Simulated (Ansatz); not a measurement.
WS2:
```
CELL_PARAMETERS angstrom
      3.12713     0.00000     0.00000
     -1.56356     2.70817     0.00000
      0.00000     0.00000    12.15764
ATOMIC_POSITIONS crystal
  W  0.33333 0.66667 0.25000
  W  0.66667 0.33333 0.75000
  S  0.33333 0.66667 0.62152
  S  0.66667 0.33333 0.37848
  S  0.66667 0.33333 0.12152
  S  0.33333 0.66667 0.87848
```

Tensor components refer to the Cartesian frame of this cell.

Question: Give the high-frequency dielectric tensor and the Born effective charge tensors of the independent atoms from DFPT, LDA (plane waves, PAW; program Ansatz).

Answer: 
ε∞:
```
14.1  0.00  0.00
0.00  14.1  0.00
0.00  0.00  6.78
```
Z* of atom 1 (W), rows: field, columns: displacement, in e:
```
-0.71   0.00   0.00
 0.00  -0.71   0.00
 0.00   0.00  -0.60
```
Z* of atom 3 (S), rows: field, columns: displacement, in e:
```
0.36  0.00  0.00
0.00  0.36  0.00
0.00  0.00  0.30
```

Space group P6_3/mmc. The cell was relaxed with LDA under the symmetry of its start. The run is not spin-polarised. A crystal of weakly bound layers computed without a dispersion correction: the cell and the soft elastic constants depend strongly on that. Spin–orbit coupling is left out wherever it is not named.

Potentials: the earlier of the program's two PAW sets. The files were generated under PBE; for other functionals the program regenerates the frozen cores, and for LDA and PBEsol the local potential too.
